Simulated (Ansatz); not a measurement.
BP (zinc blende, space group No. 216), PBE in the plane-wave PAW code Ansatz: ε∞ = 9.16, cell volume 23.53 Å³. Infrared-active transverse modes:

```tsv
ω_TO (cm⁻¹)	oscillator strength S_xx (e²/amu)
799.5	0.03012
```

Task: Compute the static dielectric constant.

Result: Each mode adds (4.921e7/V) S/ω²: 0.10. So ε0 = 9.26.

Task: What LO frequency does the Lyddane–Sachs–Teller relation give?

Result: ω_LO = ω_TO √(ε0/ε∞) = 804 cm⁻¹.

Space group F-43m (zinc blende). The PBE relaxation kept the symmetry of its start; phonons on a q-mesh show no instability.

Potentials: the later of the program's two PAW sets.
